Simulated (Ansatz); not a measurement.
# Relaxing a structure of PbS

The start is a generated cell, PbS placed in the AFLOW prototype AB_mP4_11_e_e (as in TiNi). The structure is fully relaxed (lattice and positions, P = 0) with PBEsol (plane waves to 420 eV, PAW, scalar-relativistic; Ansatz, a program for electronic structure). The first steps use a coarse 6×4×4 k-mesh.

Initial structure:
```
CELL_PARAMETERS angstrom
      3.84241     0.00000     0.00000
      0.00000     5.47134     0.00000
     -0.85887     0.00000     6.15953
ATOMIC_POSITIONS crystal
  Pb 0.41130 0.75000 0.71840
  Pb 0.58870 0.25000 0.28160
  S  0.96130 0.75000 0.82520
  S  0.03870 0.25000 0.17480
```

Task: What pressure does the first self-consistent step give?

Result: +41.5 GPa (positive: the cell is compressed).

Task: What symmetry does the relaxed structure have?

Result: The space group goes from P2₁/m (No. 11) to Fm-3m (No. 225); the end is rock salt type, with 2 atoms in the primitive cell.

Task: By how much does the energy per atom fall from start to end?

Result: 3.51 eV/atom.

Task: How does the volume per atom move from start to end?

Result: -20.6 %, from 32.37 to 25.71 Å³/atom.

Task: How do the shortest distances between atoms change?

Result: The closest pairs of elements (up to four, under 3.6 Å), start → end: Pb–S 1.94 → 2.95 Å; S–S 3.48 → 4.17 Å.

Task: What band gap does the relaxed structure have at this level?

Result: 0.20 eV, direct at L (no spin-orbit coupling).

Task: Give the final cell and atomic positions.

Result: 
Space group Fm-3m (No. 225); a = 5.9027 Å, b = 5.9027 Å, c = 5.9027 Å, α = 90.00°, β = 90.00°, γ = 90.00°

```csv
atom,site,symmetry,x,y,z
Pb,4a,m-3m,0.0000,0.0000,0.0000
S,4b,m-3m,0.5000,0.5000,0.5000
```
(The calculation used a cell of 2 atoms; values per cell refer to that cell.)

Final values are on a 10×10×10 k-mesh of the relaxed cell. No spin polarisation in the result. Without spin-orbit coupling the bands of the heavy element are not split, so the gap can be far off.

The run could not lose the symmetry of its start.
